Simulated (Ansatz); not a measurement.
## Wurtzite alloy of GaN and ZnO (6 of 48 Ga sites, 6 of 48 N sites exchanged), 96 atoms

Ansatz, PAW, plane waves. PBEsol relaxation of cell lengths and atoms (angles held) at the single k point (¼, ¼, ¼) without its symmetry partners; single points on the relaxed atoms at the single k point (¼, ¼, ¼) without its symmetry partners, onto which points of the small cell's zone fold. Arrangement: quasirandom. No spin–orbit coupling unless named.

Relaxed structure:

```
Ga Zn N O
1.0
     9.58044    0.00000    0.00000
     0.00000   11.06780    0.00000
     0.00000    0.00000   10.39864
Ga Zn N O
42 6 42 6
Direct
  0.16797 0.08090 0.24990
  0.16897 0.08246 0.74089
  0.99896 0.33580 0.24491
  0.00162 0.33446 0.74344
  0.50057 0.07994 0.24961
  0.49313 0.07706 0.75104
  0.33501 0.33372 0.25039
  0.33401 0.33477 0.74957
  0.16682 0.58625 0.25057
  0.16765 0.58647 0.74826
  0.99861 0.83271 0.73799
  0.83200 0.08133 0.24962
  0.83869 0.07824 0.75042
  0.66649 0.33396 0.25129
  0.66607 0.34003 0.75149
  0.49824 0.58434 0.25040
  0.50087 0.58544 0.74736
  0.33677 0.83056 0.74583
  0.83368 0.58582 0.25230
  0.66543 0.83443 0.24967
  0.00000 0.16001 0.50098
  0.99553 0.16499 0.00546
  0.33433 0.16656 0.49876
  0.34231 0.17074 0.00432
  0.17497 0.42319 0.50113
  0.17315 0.42003 0.00414
  0.00152 0.66802 0.50098
  0.00192 0.66176 0.00571
  0.66601 0.16599 0.49250
  0.66571 0.16732 0.00194
  0.49985 0.41987 0.49883
  0.50200 0.41714 0.00081
  0.33505 0.66501 0.00059
  0.16851 0.91328 0.49903
  0.17495 0.91075 0.00654
  0.82629 0.42252 0.50261
  0.66255 0.66700 0.50102
  0.66210 0.67028 0.00283
  0.49712 0.91408 0.49956
  0.50180 0.91410 0.00315
  0.83289 0.91318 0.50004
  0.82452 0.91765 0.00619
  0.00127 0.83394 0.25313
  0.33172 0.83236 0.25231
  0.83114 0.58559 0.74034
  0.66507 0.82986 0.74830
  0.33378 0.66805 0.49929
  0.82239 0.41726 0.00804
  0.00017 0.16916 0.18914
  0.00126 0.16754 0.68978
  0.33381 0.16738 0.18850
  0.33383 0.16877 0.68928
  0.16638 0.41409 0.18917
  0.16675 0.41651 0.68835
  0.99909 0.66234 0.18597
  0.00460 0.66809 0.69002
  0.66706 0.16837 0.18894
  0.50103 0.41483 0.18765
  0.49934 0.41379 0.68712
  0.33262 0.66016 0.18415
  0.33335 0.66465 0.69486
  0.16410 0.92363 0.18242
  0.16732 0.91790 0.69413
  0.83346 0.41709 0.19683
  0.83488 0.40764 0.68755
  0.66708 0.66612 0.18861
  0.66130 0.66260 0.68412
  0.50375 0.91916 0.18664
  0.49621 0.92031 0.68589
  0.83002 0.91974 0.18788
  0.83642 0.92011 0.68751
  0.16606 0.08570 0.43882
  0.50054 0.08498 0.43902
  0.49964 0.08277 0.93702
  0.33259 0.33265 0.43834
  0.33145 0.33285 0.93788
  0.15889 0.57953 0.43515
  0.16301 0.58145 0.93719
  0.00009 0.83403 0.44593
  0.83329 0.08455 0.43943
  0.83571 0.08407 0.93680
  0.66764 0.33187 0.44105
  0.66317 0.32937 0.93465
  0.50400 0.57970 0.43419
  0.50253 0.58134 0.93764
  0.33216 0.83838 0.44203
  0.33359 0.83274 0.93583
  0.83422 0.58405 0.43974
  0.66624 0.83418 0.43735
  0.66807 0.83260 0.94163
  0.66696 0.16442 0.68837
  0.16567 0.08636 0.93658
  0.99969 0.33092 0.43984
  0.00955 0.32764 0.93543
  0.99999 0.83328 0.93753
  0.83371 0.58988 0.94379
```

(1) What are the mean bond lengths by pair (pairs within 1.2 times the sum of covalent radii, less contacts 15 % beyond the pair's median; cation–cation pairs of compounds aside; long ionic contacts are cut short by that bound)?

(2) What gap lies between the top filled and the lowest empty level in the single points?

Answers

(1) Ga–N 1.936 ± 0.035 Å (standard deviation, 147 bonds); Ga–O 2.020 ± 0.042 Å (standard deviation, 21 bonds); N–Zn 2.003 ± 0.032 Å (standard deviation, 21 bonds); O–Zn 2.109 ± 0.064 Å (standard deviation, 3 bonds).

(2) r²SCAN 2.26 eV (17 s on NVIDIA H100). Away from Γ this isn't the crystal's band gap.
